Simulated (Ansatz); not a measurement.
# Every step of a relaxation of hcp Co (10-10), 6 layers

DFT, PBE, PAW with Ansatz's default frozen-core files, scalar-relativistic (Ansatz 0.2.0); a Γ-centred 15×9×1 k mesh, Fermi–Dirac smearing of 0.1 eV, spin-polarised from start moments Co1 1.7, Co2 1.7, Co3 1.7, Co4 1.7, Co5 1.7, Co6 1.7 μB. The run relaxes the atoms in the fixed cell.

Command: `ansatz run input.yaml --threads 3 --pin off --max-ram 9216MiB --backend cpu --events-out ev --progress --plain --runs-dir out` It took 5.4 min on 3 threads of Arm Neoverse V1, with other jobs on the host, peak memory 1.1 GiB.

```yaml
crystal:
  lattice:
    - [2.4930397979, 0.0, 0.0]
    - [0.0, 4.0369295266, 0.0]
    - [0.0, 0.0, 21.0378]
  atoms:
    - { symbol: Co, position: [0.75, 0.75, 0.3802690823], spin: 1.7 }
    - { symbol: Co, position: [0.25, 0.25, 0.4144779162], spin: 1.7 }
    - { symbol: Co, position: [0.25, 0.75, 0.4828955831], spin: 1.7 }
    - { symbol: Co, position: [0.75, 0.25, 0.5171044169], spin: 1.7 }
    - { symbol: Co, position: [0.75, 0.75, 0.5855220838], spin: 1.7 }
    - { symbol: Co, position: [0.25, 0.25, 0.6197309177], spin: 1.7 }
magnetization:
  spin_polarized: true
kpoints:
  mp_grid: { grid: [15, 9, 1] }
scf:
  occupations: { method: fermi_dirac, width: 0.1 }
hamiltonian:
  xc: pbe
  pseudopotentials: { kind: paw }
output:
  forces: true
  stress: true
  eigenvalues: true
  write_density: true
  write_potential: true
  elf: true
  volumetric_format: npy
relax:
  f_tol: 0.01
  max_steps: 40
efield:
  axis: 3
  amplitude: 0
  dipole_correction: true
```

Each step lists its free energy a cell above the last geometry, and Cartesian positions (Å) with forces (eV/Å).

The first step:

```
step 1  dF = 44.35 meV
  Co 1.8698 3.0277 8.0000   0.0000 0.0000 0.4799
  Co 0.6233 1.0092 8.7197   0.0000 0.0000 -0.1936
  Co 0.6233 3.0277 10.1591   0.0000 0.0000 -0.2388
  Co 1.8698 1.0092 10.8787   0.0000 0.0000 0.2388
  Co 1.8698 3.0277 12.3181   0.0000 0.0000 0.1937
  Co 0.6233 1.0092 13.0378   0.0000 0.0000 -0.4799
```

The magnetic state is the one reached from the start moments; other orders weren't searched.

Q: Where does the relaxation end, and by which steps?

A: After 4 geometries, with a shortest distance of 2.426 Å and a cell moment of 10.28 μB. The further steps:
```
step 2  dF = 17.17 meV
  Co 1.8698 3.0277 8.0357   0.0000 0.0000 0.2925
  Co 0.6233 1.0092 8.7172   0.0000 0.0000 -0.1513
  Co 0.6233 3.0277 10.1623   0.0000 0.0000 -0.1510
  Co 1.8698 1.0092 10.8755   0.0000 0.0000 0.1510
  Co 1.8698 3.0277 12.3206   0.0000 0.0000 0.1513
  Co 0.6233 1.0092 13.0022   0.0000 0.0000 -0.2925
step 3  dF = 0.11 meV
  Co 1.8698 3.0277 8.0867   0.0000 0.0000 -0.0024
  Co 0.6233 1.0092 8.6999   0.0000 0.0000 -0.0108
  Co 0.6233 3.0277 10.1667   0.0000 0.0000 0.0270
  Co 1.8698 1.0092 10.8711   0.0000 0.0000 -0.0271
  Co 1.8698 3.0277 12.3379   0.0000 0.0000 0.0108
  Co 0.6233 1.0092 12.9511   0.0000 0.0000 0.0024
step 4  dF = 0.00 meV
  Co 1.8698 3.0277 8.0881   0.0000 0.0000 0.0003
  Co 0.6233 1.0092 8.6979   0.0000 0.0000 -0.0007
  Co 0.6233 3.0277 10.1694   0.0000 0.0000 0.0062
  Co 1.8698 1.0092 10.8684   0.0000 0.0000 -0.0062
  Co 1.8698 3.0277 12.3399   0.0000 0.0000 0.0007
  Co 0.6233 1.0092 12.9497   0.0000 0.0000 -0.0003
```
